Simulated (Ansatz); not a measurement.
Sb3Au in space group Im-3m (No. 229; Sb on 6b, Au on 2a), the program Ansatz at the r²SCAN level (PAW), all energies at zero smearing, with the estimated change up to a 700 eV cutoff added, with one set of potentials and settings (totals compare only within such a set). Cell of 4 atoms (3 Sb, 1 Au): -32660.624 eV.

| element | reference phase | E (eV/atom) |
|---|---|---|
| Sb | R-3m, 2 atoms in the cell | -6499.1272 |
| Au | Fm-3m, 1 atoms in the cell | -13163.5078 |

Formation energy per atom, worked out: (-32660.624 − 3×(-6499.1272) − 1×(-13163.5078))/4 = 0.066 eV/atom (6 kJ per mol of atoms), at 0 K, without zero-point energy or fitted corrections.

The workflow started from an entry of the Crystallography Open Database (COD). Whether it is the stable phase at ambient conditions was not checked. Symmetry was held in the r²SCAN relaxation; its stability against distortions is not shown here. The references are the lowest solids computed at this level, not always the standard phases. Scalar-relativistic: spin–orbit coupling is off unless named, which matters more the heavier the elements.

Potentials: the later of the program's two PAW sets.
